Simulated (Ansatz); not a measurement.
Ir (fcc, Cu type)

```
Ir
1.0
    0.00000     1.91524     1.91524
    1.91524     0.00000     1.91524
    1.91524     1.91524     0.00000
Ir
1
Direct
  0.00000   0.00000   0.00000
```

The slice is a {100} plane (indices of the conventional cell) through the point (0.000, 0.000, 0.000) (fractional), spanned by u = [100] and v = [0 1 -1] in vectors of this cell: u (2.71 Å) and v (2.71 Å, at 90° to u). It covers one period; positions are fractions (u, v).

Method: PBEsol (plane waves to 420 eV, PAW, scalar-relativistic; Ansatz, an electronic-structure program). k mesh 21×21×21. These are valence fields of a PAW run, semicore shells included where kept as valence: close to a nucleus they are smooth pseudo fields. Ir is run without spin polarisation. Ir was relaxed with its symmetry unable to fall. Spin-orbit coupling is left out, though Ir is heavy.

Three fields on this plane, each scaled to ten steps between its own extremes (0 low, 9 high; the total valence density on a logarithmic scale, the potential cut 8 eV below its top; x marks points blanked near nuclei; v = 0 in the bottom row):

Map A
```
|xxxxxxxxxxxx001232100xxxxxxxxxxx|
|xxxxxxxxxxxx001232100xxxxxxxxxxx|
|xxxxxxxxxxxx002333200xxxxxxxxxxx|
|xxxxxxxxxxxx002343200xxxxxxxxxxx|
|xxxxxxxxxxx00134543100xxxxxxxxxx|
|xxxxxxxxxxx00245554200xxxxxxxxxx|
|xxxxxxxxxx0013566653100xxxxxxxxx|
|xxxxxxxxx001356676653100xxxxxxxx|
|xxxxxxxx00034677777643000xxxxxxx|
|xxxxxxx0002467788877642000xxxxxx|
|xxxxx00013457788888775431000xxxx|
|00000001346778899988776431000000|
|00000123567788999998877653210000|
|01122345677889999999887765432211|
|22233456678899999999988766543322|
|33334556778899999999988776554333|
|22233456678899999999988766543322|
|01122345677889999999887765432211|
|00000123567788999998877653210000|
|00000001346778899988776431000000|
|xxxxx00013457788888775431000xxxx|
|xxxxxxx0002467788877642000xxxxxx|
|xxxxxxxx00034677777643000xxxxxxx|
|xxxxxxxxx001356676653100xxxxxxxx|
|xxxxxxxxxx0013566653100xxxxxxxxx|
|xxxxxxxxxxx00245554200xxxxxxxxxx|
|xxxxxxxxxxx00134543100xxxxxxxxxx|
|xxxxxxxxxxxx002343200xxxxxxxxxxx|
|xxxxxxxxxxxx002333200xxxxxxxxxxx|
|xxxxxxxxxxxx001232100xxxxxxxxxxx|
|xxxxxxxxxxxx001232100xxxxxxxxxxx|
|xxxxxxxxxxxx000232000xxxxxxxxxxx|
```

Map B
```
|xxxxxxxxxxxx987666789xxxxxxxxxxx|
|xxxxxxxxxxxx987666789xxxxxxxxxxx|
|xxxxxxxxxxxx976656679xxxxxxxxxxx|
|xxxxxxxxxxxx876555678xxxxxxxxxxx|
|xxxxxxxxxxx98655555689xxxxxxxxxx|
|xxxxxxxxxxx87654445678xxxxxxxxxx|
|xxxxxxxxxx9765443445679xxxxxxxxx|
|xxxxxxxxx986543333345689xxxxxxxx|
|xxxxxxxx98654332223345689xxxxxxx|
|xxxxxxx9865433222223345689xxxxxx|
|xxxxx98765433211111233456789xxxx|
|99998876543321111111233456788999|
|88877665433211000001123345667788|
|77666554332110000000112334556667|
|66665544322110000000112234455666|
|66655543322110000000112233455566|
|66665544322110000000112234455666|
|77666554332110000000112334556667|
|88877665433211000001123345667788|
|99998876543321111111233456788999|
|xxxxx98765433211111233456789xxxx|
|xxxxxxx9865433222223345689xxxxxx|
|xxxxxxxx98654332223345689xxxxxxx|
|xxxxxxxxx986543333345689xxxxxxxx|
|xxxxxxxxxx9765443445679xxxxxxxxx|
|xxxxxxxxxxx87654445678xxxxxxxxxx|
|xxxxxxxxxxx98655555689xxxxxxxxxx|
|xxxxxxxxxxxx876555678xxxxxxxxxxx|
|xxxxxxxxxxxx976656679xxxxxxxxxxx|
|xxxxxxxxxxxx987666789xxxxxxxxxxx|
|xxxxxxxxxxxx987666789xxxxxxxxxxx|
|xxxxxxxxxxxx987666789xxxxxxxxxxx|
```

Map C
```
|xxxxxxxxxxxx767999767xxxxxxxxxxx|
|xxxxxxxxxxxx767999767xxxxxxxxxxx|
|xxxxxxxxxxxx667898766xxxxxxxxxxx|
|xxxxxxxxxxxx667888766xxxxxxxxxxx|
|xxxxxxxxxxx76667776667xxxxxxxxxx|
|xxxxxxxxxxx65566766556xxxxxxxxxx|
|xxxxxxxxxx7555566655557xxxxxxxxx|
|xxxxxxxxx765445555544567xxxxxxxx|
|xxxxxxxx76544444444444567xxxxxxx|
|xxxxxxx7654443333333444567xxxxxx|
|xxxxx76554433322222333445567xxxx|
|77666655444322111112234445566667|
|66666655443321100011233445566666|
|77777665543211000001123455667777|
|99988766543210000000123456678899|
|99998776543210000000123456778999|
|99988766543210000000123456678899|
|77777665543211000001123455667777|
|66666655443321100011233445566666|
|77666655444322111112234445566667|
|xxxxx76554433322222333445567xxxx|
|xxxxxxx7654443333333444567xxxxxx|
|xxxxxxxx76544444444444567xxxxxxx|
|xxxxxxxxx765445555544567xxxxxxxx|
|xxxxxxxxxx7555566655557xxxxxxxxx|
|xxxxxxxxxxx65566766556xxxxxxxxxx|
|xxxxxxxxxxx76667776667xxxxxxxxxx|
|xxxxxxxxxxxx667888766xxxxxxxxxxx|
|xxxxxxxxxxxx667898766xxxxxxxxxxx|
|xxxxxxxxxxxx767999767xxxxxxxxxxx|
|xxxxxxxxxxxx767999767xxxxxxxxxxx|
|xxxxxxxxxxxx767999767xxxxxxxxxxx|
```

Task: Assign the maps to these fields: electron localisation function (ELF); valence electron density; electrostatic potential energy of an electron, from the cell's mean.

Result: A is the electrostatic potential energy of an electron, from the cell's mean; B is the valence electron density; C is the electron localisation function (ELF).
